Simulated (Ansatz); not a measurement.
Ta (bcc)

Level of theory: DFT, PBEsol, scalar-relativistic, no spin polarisation; plane waves to 420 eV with PAW datasets (Ansatz 0.2.0), 18×18×18 k-mesh, Gaussian smearing of 0.05 eV; PAW files: Ansatz's generated set soft_2.

```
Ta
1.0
    -1.64014    1.64014    1.64014
     1.64014   -1.64014    1.64014
     1.64014    1.64014   -1.64014
Ta
1
Direct
  0.00000 0.00000 0.00000
```

Q: Which orbitals carry the states at the Fermi level, and how many states are there?

A: Within 0.1 eV of it: Ta 5d 90 %, Ta 6s 9 % (shares among the projected shells). The density of states at the Fermi level is about 1.3 states/eV per cell, averaged over 0.3 eV.

Density of states (tetrahedra, averaged over 0.5 eV; states/eV per cell of 1 atom; energy in eV from the Fermi level; projections on Löwdin-orthogonalised atomic orbitals, summed over sites):

```
    E  total  Ta 5d  Ta 6s  Ta 5p
-7.60   0.03   0.00   0.03   0.00
-7.10   0.06   0.00   0.05   0.00
-6.60   0.08   0.00   0.07   0.00
-6.10   0.11   0.01   0.09   0.00
-5.60   0.14   0.02   0.11   0.01
-5.10   0.19   0.04   0.14   0.01
-4.60   0.37   0.16   0.19   0.01
-4.10   0.63   0.39   0.21   0.01
-3.60   0.76   0.57   0.18   0.01
-3.10   1.02   0.85   0.14   0.02
-2.60   0.76   0.67   0.07   0.01
-2.10   0.37   0.34   0.01   0.01
-1.60   1.46   1.41   0.01   0.02
-1.10   1.43   1.36   0.03   0.02
-0.60   1.37   1.22   0.08   0.02
-0.10   1.58   1.34   0.14   0.02
 0.40   0.88   0.74   0.06   0.01
 0.90   0.37   0.28   0.03   0.00
 1.40   0.31   0.25   0.01   0.00
 1.90   0.47   0.44   0.01   0.00
 2.40   0.69   0.65   0.02   0.00
 2.90   0.81   0.76   0.02   0.00
 3.40   1.00   0.96   0.02   0.00
 3.90   1.11   1.07   0.02   0.00
 4.40   1.08   1.05   0.02   0.00
 4.90   2.30   2.14   0.12   0.00
 5.40   1.05   0.80   0.17   0.00
 5.90   0.53   0.37   0.09   0.00
```

The calculation's cell holds 13 valence electrons, an odd number. Without magnetic order each band takes two, so one stays part-filled and the crystal must be a metal. (Only strong correlation, outside this picture, could make a Mott insulator of it.)

For elements this heavy, spin–orbit coupling would shift levels and gaps; it isn't included here.
